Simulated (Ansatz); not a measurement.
## Yb$_{2}$CdS$_{4}$: reading a single point

```yaml
crystal:
  lattice:
    - [0.00000, 5.50428, 5.50428]
    - [5.50428, 0.00000, 5.50428]
    - [5.50428, 5.50428, 0.00000]
  atoms:
    - { symbol: S, position: [0.37700, 0.37700, 0.37700] }
    - { symbol: S, position: [0.38100, 0.87300, 0.87300] }
    - { symbol: S, position: [0.37700, 0.37700, 0.86900] }
    - { symbol: S, position: [0.87300, 0.38100, 0.87300] }
    - { symbol: S, position: [0.86900, 0.37700, 0.37700] }
    - { symbol: S, position: [0.87300, 0.87300, 0.87300] }
    - { symbol: S, position: [0.37700, 0.86900, 0.37700] }
    - { symbol: S, position: [0.87300, 0.87300, 0.38100] }
    - { symbol: Yb, position: [0.62500, 0.62500, 0.62500] }
    - { symbol: Yb, position: [0.12500, 0.62500, 0.62500] }
    - { symbol: Yb, position: [0.62500, 0.62500, 0.12500] }
    - { symbol: Yb, position: [0.62500, 0.12500, 0.62500] }
    - { symbol: Cd, position: [0.00000, 0.00000, 0.00000] }
    - { symbol: Cd, position: [0.25000, 0.25000, 0.25000] }
```

Single point in Ansatz 0.2.0 with PBE, no spin polarisation. Cutoff 420 eV, PAW datasets, 4×4×4 Γ-centred k mesh, fermi-dirac filling (width 0.1 eV).

Is the cell too large or too small?

The pressure is 3.1 GPa (compression positive), so with the atoms held at these fractions the cell would first expand; the forces are large, so a full relaxation may end otherwise.

What is the formation energy?

-1.31 eV an atom against the elements' usual phases (free molecules for gases, crystals otherwise, with no correction for O₂ or N₂), so it is bound against them; other compounds may still compete. Relaxing would lower it.

What happens at the Fermi level?

It is a metal, with about 18 states/eV a cell as the mean within 0.25 eV of the Fermi level, mostly Yb f (56 %) and S p (39 %).

Which element gives electrons and which takes them?

Bader charges in e: Yb +1.70, Cd +0.91, S -1.08. In the mean Yb gives up most and S takes most.

Where is the largest force?

The largest is on S1 (and as large on other atoms): 1.28 eV/Å, components (0.74, 0.74, 0.74). It makes 180° with the line to a nearest neighbour, Cd14 at 2.42 Å, pointing away from it.

Describe some of the short contacts.

S–Cd at 2.42 Å: least valence density 0.50 e/Å³ and ELF 0.30 there. S–Yb at 2.73 Å: least valence density 0.29 e/Å³ and ELF 0.18 there. These are pseudo-fields; inside the PAW spheres they differ from the all-electron ones.

Origin: a database entry at a rescaled volume. Caveats: no spin polarisation, so a magnetic state may lie lower; f levels without a U or exact exchange are poorly placed.
